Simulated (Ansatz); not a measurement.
Relaxed candidate structures of YAl3:

A. R-3m, hexagonal axes (No. 166), hR12; a = b = 6.1230 Å, c = 21.0499 Å, α = β = 90.00°, γ = 120.00°; Y 6c (0.000, 0.000, 0.218); Y 3a (0.000, 0.000, 0.000); Al 18h (0.185, 0.370, 0.110); Al 9e (0.000, 0.500, 0.000)

B. P-3m1 (No. 164), hP8; a = b = 3.2113 Å, c = 18.3556 Å, α = β = 90.00°, γ = 120.00°; Al 2d (0.333, 0.667, 0.282); Y 2d (0.667, 0.333, 0.418); Al 2d (0.667, 0.333, 0.170); Al 2d (0.333, 0.667, 0.057)

Q: Rank these by energy per atom (lowest first), as PBEsol (plane waves to 420 eV, PAW, scalar-relativistic; Ansatz, a program for electronic structure) gives it.

A: A (reference), B (+0.54 eV/atom)

Each run could gain symmetry but not lose that of its start, so entries can be saddle points. From databases, or of a type measured for this composition: R-3m, hR12; the others are generated cells (placed on structure types, drawn at random, substituted or restacked) that were not matched to a known phase here. Energies are at zero temperature and pressure, without zero-point motion. No spin polarisation in the result.
